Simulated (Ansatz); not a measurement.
**Relaxing a structure of SnO**

The start is a relaxed SnO cell displaced along its unstable phonon at q = Γ (47i cm⁻¹), largest move 0.15 Å. The cell and all atomic positions are relaxed at zero pressure with PBEsol (plane waves to 420 eV, PAW, scalar-relativistic; Ansatz, a program for electronic structure). First-step values are on the input's coarse k-mesh.

Ansatz input (later rounds restart from its end on a renewed k-mesh):
Ansatz 0.2 input:
```yaml
crystal:
  lattice:
    - [3.1998931008, 0, 0]
    - [0, 3.1998931008, 0]
    - [0, 0, 6.2763280573]
  atoms:
    - { symbol: Sn, position: [0, 0.466889308, 0] }
    - { symbol: Sn, position: [0.5, 0.0457463175, 0.5] }
    - { symbol: O, position: [0, -0.046876566, 0.25] }
    - { symbol: O, position: [0, -0.046876566, 0.75] }
basis: { ecutwfc: 420, ecutrho_ratio: 4, xc_grid: 2, fft_grid_basis: typed }
kpoints: { mp_grid: { grid: [7, 7, 4] } }
hamiltonian:
  xc: pbesol
  dispersion: none
  pseudopotentials: { azcp: { folder: ./paw }, kind: paw }
scf: { occupations: { method: fermi_dirac, width: 0.05 } }
relax: { f_tol: 0.01, max_steps: 100, cell: { stress_tol: 0.02 } }
output: { forces: true, stress: true }
```

Problem. Which atoms feel the largest initial force, and how large is it?

Solution. About 0.2 eV/Å, on O3, O4 (atoms numbered as listed).

Problem. How do the shortest distances between atoms change?

Solution. The closest pairs of elements (up to four, under 3.6 Å), start → end: O–Sn 2.21 → 2.19 Å; O–O 3.14 → 2.91 Å; Sn–Sn 3.20 → 3.11 Å.

Problem. Is the relaxed structure metallic? Give its gap.

Solution. No gap (metallic).

Problem. Write out the relaxed structure.

Solution. 
Space group Pmm2 (No. 25); a = 3.109 Å, b = 5.931 Å, c = 3.485 Å, α = 90.00°, β = 90.00°, γ = 90.00°

```
atom  site  symmetry       x       y       z
----  ----  --------  ------  ------  ------
Sn      1a       mm2  0.0000  0.0000  0.5356
Sn      1d       mm2  0.5000  0.5000  0.8875
O       2g       m..  0.0000  0.2549  0.0790
```

Final values are on a 11×6×10 k-mesh of the relaxed cell. No spin polarisation in the result.

The run could not lose the symmetry of its start: the end is stationary, and may be a saddle point rather than a minimum.

The relaxed structure here is a generated cell of SnO: the first start was made by placing the elements on the sites of a structure type, and the end was not matched to a known phase here, so it may be hypothetical. Known forms of SnO include space group No. 129.
